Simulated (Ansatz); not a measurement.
W (bcc (W type), Im-3m) under volume change, r²SCAN (plane waves, PAW; program Ansatz), scaled uniformly.

```csv
V (Å³/atom),E − E(relaxed) (meV/atom),P (GPa)
14.480,(withheld),(withheld)
14.957,63.9,22.69
15.434,15.1,10.42
15.912,0.0,0.00
16.389,13.5,-8.83
16.866,(withheld),(withheld)
17.344,109.9,-22.81
```

Task: Some entries are withheld; supply them.

Result: 
- 14.480, E − E(relaxed) (meV/atom): 152.3
- 14.480, P (GPa): 37.00
- 16.866, E − E(relaxed) (meV/atom): 51.3
- 16.866, P (GPa): -16.34

Task: What does a third-order Birch–Murnaghan fit give for V₀, B₀ and B′?

Result: V₀ = 15.91 Å³/atom, B₀ = 319 GPa, B′ = 4.3.

Symmetry was held in the r²SCAN relaxation. No spin polarisation was allowed. Scalar-relativistic: spin–orbit coupling is off unless named, which matters more the heavier the elements.

Potentials: the earlier of the program's two PAW sets.
